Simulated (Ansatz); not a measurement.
TlCl:
```yaml
crystal:
  lattice:
    - [3.89974, 0.00000, 0.00000]
    - [0.00000, 3.89974, 0.00000]
    - [0.00000, 0.00000, 3.89974]
  atoms:
    - { symbol: Tl, position: [0.00000, 0.00000, 0.00000] }
    - { symbol: Cl, position: [0.50000, 0.50000, 0.50000] }
```

Relaxed with PBE. Special points in fractions of this cell's reciprocal vectors: Γ (0.000, 0.000, 0.000); X (0.000, 0.500, 0.000); M (0.500, 0.500, 0.000); R (0.500, 0.500, 0.500).

**Question.** List the band energies nearest the valence-band maximum at these points for plane-wave PAW PBE (Ansatz code).

**Answer.** In eV from the valence-band maximum; about four levels below and three above (degenerate sets whole), none deeper than 8.9 eV; points with the same levels are listed once.

| k | below | above |
|---|---|---|
| Γ | -4.43 -1.30 -1.30 -1.30 | 7.63 7.63 7.63 |
| X | -5.15 -0.92 -0.92 0.00 | 2.20 6.54 6.54 |
| M | -3.29 -2.65 -2.65 -0.87 | 4.84 4.84 8.25 |
| R | -2.21 -1.77 -1.77 -1.77 | 2.72 2.72 2.72 |

Space group Pm-3m (CsCl type). The PBE relaxation kept the symmetry of its start. Spin–orbit coupling is left out wherever it is not named.

Potentials: the later of the program's two PAW sets.
